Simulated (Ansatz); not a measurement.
Values for one crystal, relaxed and computed with r²SCAN in the plane-wave PAW code Ansatz; other levels are named.

| Item | Value |
|---|---|
| Volume per atom | 17.10 Å³ |
| Electronic character | metallic (no gap) |
| Formation energy from the elements (no fitted shifts) | -534 meV/atom |
| Density of states at the Fermi level | 0.30 states/eV per atom (mean over ±0.08 eV) |

Question: Pick the material that matches.
(A) Y3Ga7Cu4, C2/m (Pearson symbol mS28)
(B) TaGaNi6, P4/mmm (Pearson symbol tP8)
(C) Pr3Ga, Cu3Au type
(D) GdCu5, P6/mmm (Cu on 3g, Cu on 2c, Gd on 1a)

Answer: A, Y3Ga7Cu4, C2/m (Pearson symbol mS28)

The first step of the workflow began from a Materials Project structure, measured or hypothetical; the Crystallography Open Database copy checked does not list it. Its standing as an ambient phase is unchecked. The cell was relaxed with r²SCAN under the symmetry of its start; whether a distortion lowers the energy is not shown. The run is not spin-polarised. The references are the lowest solids computed at this level, not always the standard phases. Spin–orbit coupling is left out wherever it is not named.

Potentials: the later of the program's two PAW sets.
